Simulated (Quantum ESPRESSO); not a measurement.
# Strain and stress in Si2BPC4

These are calculations, not measurements. They come from pw.x of Quantum ESPRESSO 7.5, a plane-wave density functional program, with PseudoDojo standard norm-conserving files (v0.5 for PBE, v0.4.1 for LDA and PBEsol). The cells are made up: elements, strain and atom displacements were drawn at random, and nothing was relaxed. There is no spin polarisation, spin-orbit coupling or dispersion term.

The cell has 8 sites of a zincblende or diamond lattice. Sites 1 to 4 hold Si Si B P; sites 5 to 8 hold C C C C. Cell vectors in Å: (4.389, 0.014, 0.000); (0.014, 4.389, 0.000); (0.000, 0.000, 4.389). Settings: PBE, cutoff 1116 eV, 4 x 4 x 4 k mesh shifted by half a step, Fermi-Dirac smearing of 0.025 eV.

Each run adds a shear xy (given as the tensor component) to one cell, with the atoms carried along; the vectors above are those of run 4. Stress is positive in tension and P is minus a third of its trace. E is the free energy for each atom above the lowest run shown.

```
run  strain (%)  s_xx (GPa)  s_yy (GPa)  s_zz (GPa)  s_xy (GPa)  P (GPa)  E (meV/atom)
  1       -2.18       20.01       19.30       20.16       -6.97   -19.83          6.30
  2       -1.79       20.19       19.50       20.19       -5.32   -19.96          3.34
  3       -1.07       20.41       19.77       20.22       -2.28   -20.13          0.00
  4        0.32       20.48       19.93       20.18        3.57   -20.19          1.32
  5        0.67       20.42       19.89       20.15        5.05   -20.15          3.27
  7        2.41       19.66       19.28       19.87       12.40   -19.60         22.60
  6        0.93           ?           ?           ?           ?        ?             ?
```

A rerun of one of these cells at 1347 eV and k mesh 6 x 6 x 6 moved values by no more than 0.006 eV in the cell's energy, 0.07 GPa in stress and 0.003 eV/Å in force.

## Worked fit

A parabola through the six runs shown gives s_xy = 2.22 + 4.22 e + 0.001 e² GPa, with e in per cent and a scatter of 0.01 GPa. The slope is a stiffness of 422 ± 1 GPa for each unit of this strain at e = 0, twice a shear constant under the stress shown, since the tensor component is half the shear angle. The atoms are clamped, and relaxing them would in general lower it. The error is the larger of the fit's own and the change that a cubic makes, rounded up.

## Withheld run

Question: what s_xy should run 6 give?

The fit gives 6.15 GPa. The calculation gave 6.14 GPa.

```
run  strain (%)  s_xx (GPa)  s_yy (GPa)  s_zz (GPa)  s_xy (GPa)  P (GPa)  E (meV/atom)
  6        0.93       20.35       19.85       20.12        6.14   -20.11          5.13
```